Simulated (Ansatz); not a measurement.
Computed with Ansatz, DFT PBE, scalar-relativistic, plane waves, PAW. All cells share a 420 eV cutoff and Γ-centred k meshes spaced at most about 0.3 Å⁻¹ (about 0.25 or finer for metals, 2π included). No spin polarisation in the final relaxations.

These are static total energies at zero pressure.

Two forms of K4CuPb were relaxed alike.

A.

```yaml
crystal:
  lattice:
    - [7.35239, 0.00000, 0.00000]
    - [-3.67619, 6.36735, 0.00000]
    - [0.00000, 0.00000, 6.30788]
  atoms:
    - { symbol: K, position: [0.33333, 0.66667, 0.00000] }
    - { symbol: K, position: [0.68613, 0.84306, 0.50000] }
    - { symbol: K, position: [0.15694, 0.84306, 0.50000] }
    - { symbol: K, position: [0.15694, 0.31387, 0.50000] }
    - { symbol: Cu, position: [0.66667, 0.33333, 0.00000] }
    - { symbol: Pb, position: [0.00000, 0.00000, 0.00000] }
```

B.

```yaml
crystal:
  lattice:
    - [7.54291, 0.00000, 0.00000]
    - [0.00000, 7.54291, 0.00000]
    - [0.00000, 0.00000, 7.54291]
  atoms:
    - { symbol: K, position: [0.23926, 0.23926, 0.23926] }
    - { symbol: K, position: [0.76074, 0.76074, 0.23926] }
    - { symbol: K, position: [0.76074, 0.23926, 0.76074] }
    - { symbol: K, position: [0.23926, 0.76074, 0.76074] }
    - { symbol: Cu, position: [0.00000, 0.00000, 0.00000] }
    - { symbol: Pb, position: [0.50000, 0.50000, 0.50000] }
```

Task: Which is lower in energy, and by how much?

Result: B is lower, by 96 meV/atom. A has space group P-6m2 (No. 187), 49.2 Å³/atom and no gap on its mesh; B has space group P-43m (No. 215), 71.5 Å³/atom and no gap. Counting all near atoms (those within 1.25 times the shortest distance at each site; a plus sign parts nearer from farther groups; a slash parts the counts of unlike sites), A has K 8/12, Cu 6+12, Pb 6+6 and B has K 2, Cu 4, Pb 4. The lower one is the more open, so pressure narrows the difference. Even the lower one lies +0.39 eV/atom against the reference forms of the elements (uncorrected), so neither is stable at this level. In A, around K on a site of symmetry -6m2 lie 6 K at 3.87 Å, 3 Pb at 4.24 Å and 3 Cu at 4.24 Å; around Cu lie 3 Pb at 4.24 Å, 3 K at 4.24 Å and 12 K at 4.85 Å; around Pb lie 6 K at 3.73 Å, 3 Cu at 4.24 Å and 3 K at 4.24 Å; 1 more site not described. In B, K has 1 Cu at 3.13 Å and 1 Pb at 3.41 Å; around Cu lie 4 K at 3.13 Å; Pb is surrounded by 4 K at 3.41 Å. Both come from invented guesses. A third cell relaxed alike, in P6/mmm, lies 163 meV/atom below the lower of the two.

Spin–orbit coupling, which can matter for Pb, is left out. A magnetic state wasn't ruled out in cells without spin, among them P-43m. Cells relaxed within their symmetry can be saddle points.
